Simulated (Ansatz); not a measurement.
PbF$_{2}$ (fluorite)

```cif
data_F8Pb4
_chemical_formula_sum 'Pb4 F8'
_space_group_name_H-M_alt 'Fm-3m'
_space_group_IT_number 225
_space_group_name_Hall '-F 4 2 3'
_cell_length_a 5.92128
_cell_length_b 5.92128
_cell_length_c 5.92128
_cell_angle_alpha 90.000
_cell_angle_beta 90.000
_cell_angle_gamma 90.000
loop_
_atom_site_label
_atom_site_type_symbol
_atom_site_symmetry_multiplicity
_atom_site_Wyckoff_symbol
_atom_site_fract_x
_atom_site_fract_y
_atom_site_fract_z
_atom_site_occupancy
Pb1 Pb 4 a 0.00000 0.00000 0.00000 1
F1 F 8 c 0.25000 0.25000 0.25000 1
```
(The calculation used a cell of 3 atoms; values per cell refer to that cell.)

The volume is varied about the relaxed value V₀ at fixed cell shape. Symmetry pins the atoms to their sites.

All values below come from r2SCAN (plane waves to 500 eV, PAW, scalar-relativistic; Ansatz, a program for electronic structure). k mesh 10×10×10 (Γ-centred), Fermi-Dirac smearing 0.05 eV. Energies are smeared free energies. Stress and pressure are positive under compression. PbF2 was relaxed with its symmetry unable to fall. Spin-orbit coupling is left out, though Pb is heavy. The zero of ΔE is the relaxed starting cell.

The scan covers V/V₀ from 0.900 to 1.100 in 9 points.

What pressure does the cell carry at V/V₀ = 0.900?

10.4 GPa.

What is ΔE at V/V₀ = 1.100?

34.7 meV/atom.

What is ΔE at V/V₀ = 0.900?

51.0 meV/atom.

(Under strain, the slope of the energy per volume gives the stress and its curvature an elastic modulus.)
